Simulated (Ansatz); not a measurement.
CdSe:
```xyz
2
Lattice="0.0000 3.0981 3.0981 3.0981 0.0000 3.0981 3.0981 3.0981 0.0000" Properties=species:S:1:pos:R:3 pbc="T T T"
Se     4.6472     4.6472     4.6472
Cd     0.0000     0.0000     0.0000
```

Relaxed with PBE. Special points in fractions of this cell's reciprocal vectors: Γ (0.000, 0.000, 0.000); X (0.500, 0.000, 0.500); U (0.625, 0.250, 0.625); K (0.375, 0.375, 0.750); L (0.500, 0.500, 0.500); W (0.500, 0.250, 0.750).

Task: List the band energies nearest the valence-band maximum at these points for DFT-PBE with spin–orbit coupling in the program Ansatz with PAW potentials.

Result: In eV from the valence-band maximum; about four levels below and three above (degenerate sets whole), none deeper than 8.9 eV; points with the same levels are listed once.

```
k                    below                above
-  -----------------------  -------------------
Γ      0.00 0.00 0.00 0.00  0.37 0.37 5.54 5.54
X  -1.86 -1.86 -1.73 -1.73  3.12 3.12 3.58 3.58
U  -2.46 -2.37 -1.48 -1.48       3.58 3.59 4.86
L  -0.91 -0.91 -0.68 -0.68  2.20 2.20 6.22 6.22
W  -2.26 -2.10 -2.09 -2.06       4.58 4.75 5.08
```

Space group F-43m (zinc blende). The cell was relaxed with PBE under the symmetry of its start; phonons on a q-mesh show no instability.

Potentials: the later of the program's two PAW sets.
